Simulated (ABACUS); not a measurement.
A self-consistent single point of ZrSi2 (Cmcm, 12 atoms in the cell; from Materials Project mp-1515, changed as shown).

```xyz
12
Lattice="3.6098 0.0000 0.0000 0.0000 14.5737 0.0000 0.0000 0.0000 3.5998" Properties=species:S:1:pos:R:3 pbc="T T T"
Zr     0.0000     1.5435     0.8999
Zr     1.8049     5.7434     2.6998
Zr     1.8049     8.8304     0.8999
Zr     0.0000    13.0302     2.6998
Si     1.8049     0.7500     2.6998
Si     0.0000     6.5369     0.8999
Si     1.8049     3.6398     0.8999
Si     0.0000     3.6471     2.6998
Si     0.0000     8.0368     2.6998
Si     1.8049    13.8238     0.8999
Si     0.0000    10.9266     0.8999
Si     1.8049    10.9339     2.6998
```

All values come from this method and carry its errors: ABACUS with PBEsol, numerical atomic orbitals SZP (confined pseudo-atomic orbitals with Gaussian additions; energy shift 0.01 Ry), PseudoDojo 0.4 standard norm-conserving PBEsol (tails mended) pseudopotentials.

ABACUS settings:

| key | value |
|---|---|
| basis | SZP numerical atomic orbitals, energy shift 0.01 Ry |
| KPT | Gamma 4 2 4 0 0 0 |
| basis_type | lcao |
| dft_functional | PBESOL |
| ecutwfc | 100 Ry |
| smearing_method | fd |
| smearing_sigma | 0.00734986 Ry |
| potentials | PseudoDojo 0.4 standard norm-conserving PBEsol (tails mended) |
| symmetry | 1 |
| symmetry_prec | 1e-05 |
| ks_solver | scalapack_gvx |
| scf_nmax | 100 |
| scf_thr | 1.0e-07 |
| mixing_type | pulay |
| mixing_beta | 0.7 |

Results:

| Item | Value |
|---|---|
| Number of valence electrons | 80 |
| Number of bands | 50 |
| Number of k-points after the program's reduction | 18 |
| Size of the basis | 152 |
| Number of SCF iterations | 11 |
| Free energy E − TS | -6434.1343 eV |
| Fermi level (on the code's own zero) | 13.47 eV |
| Pressure | 9.71 GPa |
| Largest force (vector length) | 0.990 eV/Å |

Forces (eV/Å):
```json
[
 {"atom": "Zr1", "Fx": "0.000", "Fy": "-0.238", "Fz": "0.000"},
 {"atom": "Zr2", "Fx": "0.000", "Fy": "0.238", "Fz": "0.000"},
 {"atom": "Zr3", "Fx": "0.000", "Fy": "-0.238", "Fz": "0.000"},
 {"atom": "Zr4", "Fx": "0.000", "Fy": "0.238", "Fz": "0.000"},
 {"atom": "Si5", "Fx": "0.000", "Fy": "0.990", "Fz": "0.000"},
 {"atom": "Si6", "Fx": "0.000", "Fy": "-0.990", "Fz": "0.000"},
 {"atom": "Si7", "Fx": "0.000", "Fy": "-0.030", "Fz": "0.000"},
 {"atom": "Si8", "Fx": "0.000", "Fy": "0.031", "Fz": "0.000"},
 {"atom": "Si9", "Fx": "0.000", "Fy": "0.990", "Fz": "0.000"},
 {"atom": "Si10", "Fx": "0.000", "Fy": "-0.990", "Fz": "0.000"},
 {"atom": "Si11", "Fx": "0.000", "Fy": "-0.031", "Fz": "0.000"},
 {"atom": "Si12", "Fx": "0.000", "Fy": "0.030", "Fz": "0.000"}
]
```

Stress (GPa, positive for compression):
```
10.43   0.00   0.00
 0.00   5.31   0.00
 0.00   0.00  13.39
```

For comparison: a first run was changed to give this one (lattice scaled by 0.98), and from it to this one the free energy goes up by 28.8 meV/atom, the pressure goes from 0.17 to 9.71 GPa and the largest force goes from 0.739 to 0.990 eV/Å.

The atom-centred basis is finite, which shifts total energies, pressures and forces against plane waves. A single-zeta basis is rough, for pressures and forces above all. The structure comes from a collection of computed structures, made at another level of theory; the collection holds predicted forms beside known ones. No clean gap shows at this smearing width and mesh (spacing up to 0.44 Å⁻¹); the mesh is coarse for partly filled bands, so the values carry mesh errors.

Cost on one core: very roughly 70 core-seconds.

The atomic orbitals were generated for these runs; they are not ABACUS's published sets and were checked against plane waves on a few crystals only.

“Tails mended”: in these copies of the files the far tail of each local potential was reset to the Coulomb form.
